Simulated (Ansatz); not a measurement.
The cell below belongs to a search over invented structures; it isn't taken from experiment.

Input and command of a plane-wave DFT calculation in Ansatz:

```yaml
crystal:
  lattice:
    - [4.2784164224, 0.0, 0.0]
    - [-2.1392082112, 3.7052173098, 0.0]
    - [0.0, 0.0, 5.1108605001]
  atoms:
    - { symbol: Cu, position: [0.3333333333, 0.6666666667, 0.0] }
    - { symbol: Cu, position: [0.6666666667, 0.3333333333, 0.0] }
    - { symbol: Cu, position: [0.0, 0.0, 0.0] }
    - { symbol: W, position: [0.3333333333, 0.6666666667, 0.5] }
    - { symbol: W, position: [0.6666666667, 0.3333333333, 0.5] }
basis:
  ecutwfc: 420
kpoints:
  mp_grid: { grid: [12, 12, 8] }
hamiltonian:
  xc: pbe
scf:
  occupations: { method: gaussian, width: 0.1 }
output:
  forces: true
  stress: true
  eigenvalues: true
relax:
  adjacent_minimum: "off"
  f_tol: 0.01
  max_steps: 80
  cell: { stress_tol: 0.05 }
```

```bash
ansatz run input.yaml --threads 1 --pin off --max-ram 2560MiB --backend cpu --events-out ev --progress --plain --runs-dir out
```

Processor: Intel(R) Xeon(R) Processor @ 2.50GHz (Skylake/Cascade Lake), 1 thread, on a host shared with other jobs.

How long does it run, and how much memory does it take?

About 2.9 min, peak memory 0.59 GiB. It solves 51 bands at 95 k points (after reduction by symmetry) with about 1583 plane waves (on the last cell), in 27 SCF iterations over 4 ionic steps.
